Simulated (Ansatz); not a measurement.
BP:
Space group P6₂22 (No. 180); a = b = 3.2646 Å, c = 6.9769 Å, α = β = 90.00°, γ = 120.00°

```
atom  site  symmetry       x       y       z
----  ----  --------  ------  ------  ------
B       3d       222  0.5000  0.0000  0.5000
P       3c       222  0.5000  0.0000  0.0000
```

Relaxed with r²SCAN+D4.

Tabulate the valence density and the electron localisation function along the shortest B–P contact (2.00 Å), DFT-r²SCAN+D4 in the program Ansatz with PAW potentials.



| distance from B (Å) | density (e/Å³) | ELF |
|---|---|---|
| 0.20 | 0.41 | 0.01 |
| 0.30 | 0.58 | 0.10 |
| 0.40 | 0.72 | 0.34 |
| 0.50 | 0.80 | 0.62 |
| 0.60 | 0.82 | 0.80 |
| 0.70 | 0.82 | 0.89 |
| 0.80 | 0.81 | 0.92 |
| 0.90 | 0.82 | 0.93 |
| 1.00 | 0.85 | 0.94 |
| 1.10 | 0.90 | 0.94 |
| 1.20 | 0.93 | 0.94 |
| 1.30 | 0.93 | 0.91 |
| 1.40 | 0.85 | 0.84 |
| 1.50 | 0.68 | 0.61 |
| 1.60 | 0.47 | 0.22 |
| 1.70 | 0.26 | 0.02 |
| 1.80 | 0.12 | 0.00 |

The density is the valence pseudo-density with augmentation charge, so density and ELF within about 1 Å of a nucleus are not all-electron values.

Space group P6_222. The start of the workflow was typed in or built on a structure type; neither database checked (COD, Materials Project) lists it. It is not the phase usual at ambient conditions (space group No. 216). The r²SCAN+D4 relaxation kept the symmetry of its start; its stability against distortions is not shown here.

Potentials: the later of the program's two PAW sets.
